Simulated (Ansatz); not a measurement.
Be5Pt:
```yaml
crystal:
  lattice:
    - [0.00000, 2.96988, 2.96988]
    - [2.96988, 0.00000, 2.96988]
    - [2.96988, 2.96988, 0.00000]
  atoms:
    - { symbol: Be, position: [0.75000, 0.75000, 0.75000] }
    - { symbol: Be, position: [0.87366, 0.37545, 0.37545] }
    - { symbol: Be, position: [0.37545, 0.37545, 0.37545] }
    - { symbol: Be, position: [0.37545, 0.37545, 0.87366] }
    - { symbol: Be, position: [0.37545, 0.87366, 0.37545] }
    - { symbol: Pt, position: [0.00000, 0.00000, 0.00000] }
```

Relaxed with PBEsol. The program Ansatz at the PBEsol level (PAW) gives a gap of 0.16 eV.

What gap does HSE06 give on the same cell (Ansatz, PAW)?

0.35 eV, 0.19 eV more. The hybrid was solved on a coarser mesh and at special points; the gap given is the minimum over both.

```tsv
k	v1 PBEsol	c1 PBEsol	v1 HSE06	c1 HSE06
Γ	-0.34	2.56	(withheld)	(withheld)
X	-2.03	0.16	-2.41	0.35
L	-1.91	2.45	(withheld)	(withheld)
W	-0.61	0.16	(withheld)	(withheld)
K	-1.72	0.70	(withheld)	(withheld)
```

Top valence (v1) and lowest conduction level (c1) in eV from each method's valence maximum (which need not be a listed point): supply the withheld HSE06 values.


- L, v1 HSE06: -2.11
- L, c1 HSE06: 2.92
- Γ, v1 HSE06: -0.36
- Γ, c1 HSE06: 3.09
- K, v1 HSE06: -1.98
- K, c1 HSE06: 1.01
- W, v1 HSE06: -0.68
- W, c1 HSE06: 0.40

Cost on shared cores: the PBEsol run (SCF on a 8×8×8 mesh, then bands and DOS) around 22 core-seconds (rough), the HSE06 run (SCF on 5×5×5, then a few points) around 2.1 core-minutes (rough); the tasks are unlike.

Space group F-43m. The workflow started from a Materials Project entry (that database holds measured and hypothetical structures alike); the Crystallography Open Database copy checked does not list it. With Be and Pt taken as one species the cell has the higher symmetry Fd-3m, so it may be an ordered model of a mixed-site phase. Its standing as an ambient phase is unchecked. The PBEsol relaxation kept the symmetry of its start; whether a distortion lowers the energy is not shown. No spin polarisation was allowed. Spin–orbit coupling is left out wherever it is not named.

Potentials: the later of the program's two PAW sets.
